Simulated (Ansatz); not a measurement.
Molecular dynamics on a 2×2×2 supercell (24 atoms) of Ca2C (antifluorite), relaxed with r2SCAN. Forces come from r2SCAN in the PAW code Ansatz: Langevin thermostat and barostat (NPT), 100 K, steps of 3 fs. Computed, non-magnetic; the trajectory is short and the cell small, so nothing here is a converged average. The structure comes from a prototype and may be hypothetical.

```yaml
crystal:
  lattice:
    - [0.0, 6.2571607894, 6.2571607894]
    - [6.2571607894, 0.0, 6.2571607894]
    - [6.2571607894, 6.2571607894, 0.0]
  atoms:
    - { symbol: C, position: [0.0, 0.0, 0.0] }
    - { symbol: Ca, position: [0.125, 0.125, 0.125] }
    - { symbol: Ca, position: [0.375, 0.375, 0.375] }
    - { symbol: C, position: [0.0, 0.0, 0.5] }
    - { symbol: Ca, position: [0.125, 0.125, 0.625] }
    - { symbol: Ca, position: [0.375, 0.375, 0.875] }
    - { symbol: C, position: [0.0, 0.5, 0.0] }
    - { symbol: Ca, position: [0.125, 0.625, 0.125] }
    - { symbol: Ca, position: [0.375, 0.875, 0.375] }
    - { symbol: C, position: [0.0, 0.5, 0.5] }
    - { symbol: Ca, position: [0.125, 0.625, 0.625] }
    - { symbol: Ca, position: [0.375, 0.875, 0.875] }
    - { symbol: C, position: [0.5, 0.0, 0.0] }
    - { symbol: Ca, position: [0.625, 0.125, 0.125] }
    - { symbol: Ca, position: [0.875, 0.375, 0.375] }
    - { symbol: C, position: [0.5, 0.0, 0.5] }
    - { symbol: Ca, position: [0.625, 0.125, 0.625] }
    - { symbol: Ca, position: [0.875, 0.375, 0.875] }
    - { symbol: C, position: [0.5, 0.5, 0.0] }
    - { symbol: Ca, position: [0.625, 0.625, 0.125] }
    - { symbol: Ca, position: [0.875, 0.875, 0.375] }
    - { symbol: C, position: [0.5, 0.5, 0.5] }
    - { symbol: Ca, position: [0.625, 0.625, 0.625] }
    - { symbol: Ca, position: [0.875, 0.875, 0.875] }
kpoints:
  mp_grid: { grid: [2, 2, 2] }
hamiltonian:
  xc: r2scan
scf:
  occupations: { method: fermi_dirac, width: 0.02 }
md:
  ensemble: npt_langevin
  temperature: 100
  timestep: 3.0
  n_steps: 30
  initial_velocities: maxwell_boltzmann
  seed: 5973
```

Run as `ansatz run input.yaml --threads 4 --pin off --max-ram 3686MiB --backend cpu --events-out ev --progress --plain --runs-dir out`. It ended after 7.7 min on 4 threads of Arm Neoverse N1, with other jobs on the host; peak host memory 3 GiB.

```tsv
step	t (fs)	T (K)	free energy F from step 0 (meV/atom)	kinetic energy (meV/atom)	pressure (GPa)	volume (Å³/atom)	largest force (eV/Å)
0	0	96	0.0	12.4	0.04	20.42	0.00
1	3	95	0.2	12.3	0.05	20.41	0.09
2	6	93	0.8	12.0	0.07	20.41	0.18
3	9	90	1.6	11.6	0.09	20.40	0.26
4	12	88	2.7	11.3	0.13	20.39	0.33
5	15	80	3.9	10.4	0.17	20.39	0.38
6	18	72	5.2	9.3	0.21	20.38	0.45
7	21	66	6.4	8.5	0.25	20.37	0.51
8	24	60	7.6	7.7	0.29	20.36	0.56
9	27	54	8.7	7.0	0.32	20.35	0.60
10	30	47	9.6	6.1	0.35	20.34	0.63
11	33	36	10.1	4.7	0.39	20.33	0.65
```

The temperature goes from 96 K to 36 K in 33 fs. The thermostat hasn't had time to restore it. The atoms start on their lattice sites with kinetic energy alone, so much of it first passes into potential energy. The job's limit cut the run after 11 of 30 steps.

Positions (Å) and forces (eV/Å) at step 11:
```
cell (Å): 0.000 6.248 6.248; 6.248 0.000 6.248; 6.248 6.248 0.000
C    0.018   0.036   0.015    -0.047  -0.030  -0.128
Ca   1.557   1.530   1.593    -0.048  -0.141  -0.188
Ca   4.716   4.727   4.749    -0.108  -0.181  -0.378
C    3.164   3.102   0.032    -0.266   0.066  -0.060
Ca   4.674   4.702   1.551     0.047   0.077   0.197
Ca   7.827   7.770   4.700    -0.075   0.029   0.037
C    3.126  -0.053   3.033     0.093   0.103   0.383
Ca   4.726   1.564   4.687    -0.045   0.275  -0.053
Ca   7.749   4.593   7.815     0.301   0.554   0.139
C    6.244   3.197   3.174     0.126  -0.230   0.004
Ca   7.883   4.579   4.730    -0.306   0.274  -0.198
Ca  10.911   7.888   7.787    -0.074  -0.355   0.028
C   -0.110   3.108   3.175     0.356   0.155  -0.302
Ca   1.526   4.692   4.721     0.193  -0.173  -0.098
Ca   4.679   7.792   7.809    -0.001   0.153  -0.092
C    3.102   6.283   3.089     0.000  -0.070   0.146
Ca   4.690   7.819   4.640    -0.025   0.096   0.224
Ca   7.860  10.925   7.854    -0.312   0.027  -0.086
C    3.079   3.097   6.143     0.191   0.092   0.321
Ca   4.692   4.714   7.835    -0.056   0.046  -0.033
Ca   7.841   7.758  10.944    -0.048   0.091  -0.008
C    6.258   6.308   6.319    -0.036  -0.373  -0.151
Ca   7.778   7.824   7.797     0.104  -0.253   0.124
Ca  10.940  10.972  10.902     0.035  -0.231   0.173
```
